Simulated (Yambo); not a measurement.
```xyz
9
Lattice="0.0000 4.4862 4.4862 4.4862 0.0000 4.4862 4.4862 4.4862 0.0000" Properties=species:S:1:pos:R:3 pbc="T T T"
H      4.4862     4.4862     7.3292
H      4.4862     4.4862     1.6432
H      7.3292     4.4862     4.4862
H      1.6432     4.4862     4.4862
H      4.4862     7.3292     4.4862
H      4.4862     1.6432     4.4862
Cs     6.7293     6.7293     6.7293
Cs     2.2431     2.2431     2.2431
Pt     0.0000     0.0000     0.0000
```

The geometry is that of Materials Project entry mp-643243, symmetrised and not relaxed again.

Problem. Where are the main features of Im ε from RPA with local fields on PBEsol bands shifted by a G0W0 scissor of 2.22 eV (Yambo; 4×4×4 mesh, 126 bands, 3 Ry local-field block, 0.2 eV broadening; field along x)?

Solution. Peaks at 8.4 eV (3.0), 9.2 eV (2.0), 10.2 eV (1.9), 11.4 eV (2.1), 14.5 eV (1.6), heights in brackets. Structure narrower than a few tenths of an eV can come from the finite k mesh. Convergence of the RPA response with its 4×4×4 mesh was not tested. The scissor comes from a G0W0 run whose convergence isn't established. No excitonic effects at this level. Without spin-orbit coupling, band edges of such heavy elements can be off by tenths of an eV.

The structure is a Materials Project entry; no match was found in the copy of COD used, and its stability was not checked.
